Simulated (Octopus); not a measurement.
ZnSe (F-43m, No. 216):
```
CELL_PARAMETERS angstrom
      0.00000     2.83244     2.83244
      2.83244     0.00000     2.83244
      2.83244     2.83244     0.00000
ATOMIC_POSITIONS crystal
  Zn 0.00000 0.00000 0.00000
  Se 0.25000 0.25000 0.25000
```
The cell is a database entry, not relaxed again.

Level: LDA. Code: Octopus 16.4. Numerical set-up: grid spacing about 0.15 Å, Γ-centred 6×6×6 k-mesh, Fermi-Dirac smearing of 0.03 eV, no spin polarisation; PseudoDojo 0.4 LDA potentials. Spin-orbit coupling is left out.

On this mesh LDA separates the highest filled and lowest empty band by 1.05 eV, with a smallest direct gap of 1.05 eV.

Task: What does PBEsol give on the same cell and mesh, with PseudoDojo 0.4 PBEsol potentials?

Result: 1.20 eV, smallest direct 1.20 eV.
